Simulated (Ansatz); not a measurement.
Given:

Sr$_{2}$ZrTiO$_{6}$:
```xyz
10
Lattice="4.0310 0.0000 0.0000 0.0000 4.0310 0.0000 0.0000 0.0000 7.9949" Properties=species:S:1:pos:R:3 pbc="T T T"
Sr     0.0000     0.0000     6.1096
O      2.0155     2.0155     6.0899
Ti     2.0155     2.0155     0.0000
O      2.0155     0.0000     0.0000
O      0.0000     2.0155     0.0000
Sr     0.0000     0.0000     1.8854
O      2.0155     2.0155     1.9050
Zr     2.0155     2.0155     3.9975
O      2.0155     0.0000     3.9975
O      0.0000     2.0155     3.9975
```

This is the PBEsol-relaxed structure. x, y and z are the axes in which the lattice vectors are written.

All from PBEsol (plane waves, PAW; program Ansatz), unless another level is named. Estimate the highest zone-centre frequency (without LO–TO term).

774 cm⁻¹.

Next, the Young's modulus?

257 GPa.

Next, the elastic constants (relaxed ions, GPa)?

C11 = 342, C12 = 85.7, C13 = 85.0, C33 = 347, C44 = 87.8, C66 = 88.9.

Space group P4/mmm. The start of the workflow was typed in or built on a structure type; neither database checked (COD, Materials Project) lists it. Its standing as an ambient phase is unchecked. The PBEsol relaxation kept the symmetry of its start. At this level the phase is dynamically unstable (imaginary phonons). The workflow began spin-polarised and lost its moments.

Potentials: the earlier of the program's two PAW sets. The files were generated under PBE; for other functionals the program regenerates the frozen cores, and for LDA and PBEsol the local potential too.
